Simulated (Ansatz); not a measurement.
Relaxed-ion elastic tensor of CdTe (zinc blende, F-43m) in GPa (Voigt order), plane-wave PAW PBE (Ansatz code); density 5.50 g/cm³, 36.24 Å³ per atom.

```json
[
 {"": "1", "1": "46.2", "2": "29.7", "3": "29.7", "4": "0.0", "5": "0.0", "6": "0.0"},
 {"": "2", "1": "29.7", "2": "46.2", "3": "29.7", "4": "0.0", "5": "0.0", "6": "0.0"},
 {"": "3", "1": "29.7", "2": "29.7", "3": "46.2", "4": "0.0", "5": "0.0", "6": "0.0"},
 {"": "4", "1": "0.0", "2": "0.0", "3": "0.0", "4": "18.6", "5": "0.0", "6": "0.0"},
 {"": "5", "1": "0.0", "2": "0.0", "3": "0.0", "4": "0.0", "5": "18.6", "6": "0.0"},
 {"": "6", "1": "0.0", "2": "0.0", "3": "0.0", "4": "0.0", "5": "0.0", "6": "18.6"}
]
```

Is the crystal mechanically stable?

Yes: the smallest eigenvalue of C is 16.5 GPa.

Work out the Voigt, Reuss and Hill averages.

K_V = 35.2, K_R = 35.2, K_H = 35.2; G_V = 14.4, G_R = 12.4, G_H = 13.4 GPa.

Give Young's modulus, Poisson's ratio, Pugh's ratio and the universal anisotropy index.

E = 9KG/(3K + G) = 35.7 GPa; ν = 0.33; K/G = 2.62 (ductile by the Pugh limit of 1.75); A_U = 5G_V/G_R + K_V/K_R − 6 = 0.84.

Estimate the sound speeds and the Debye temperature.

v_l = √((K + 4G/3)/ρ) = 3110 m/s, v_t = √(G/ρ) = 1560 m/s, mean 1750 m/s; Θ = (h/k)(3n/4πV)^(1/3) v_m = 158 K.

Give the Zener ratio and Young's modulus along [100], [110] and [111].

A = 2C44/(C11 − C12) = 2.25; 1/E = S11 − 2(S11 − S12 − S44/2)Γ with Γ = 0, 1/4, 1/3 gives 22.9, 37.4, 47.4 GPa.

Solve the Christoffel equation for the three sound speeds along [100], [110], [111].

Eigenvalues of C_ijkl n_j n_l equal ρv² (piezoelectric stiffening left out). In km/s, slowest first: [100] 1.84, 1.84, 2.90; [110] 1.22, 1.84, 3.21; [111] 1.46, 1.46, 3.30.

Symmetry was held in the PBE relaxation; of distortions, only those at the zone centre were tested. Spin–orbit coupling is left out wherever it is not named.

Potentials: the later of the program's two PAW sets.
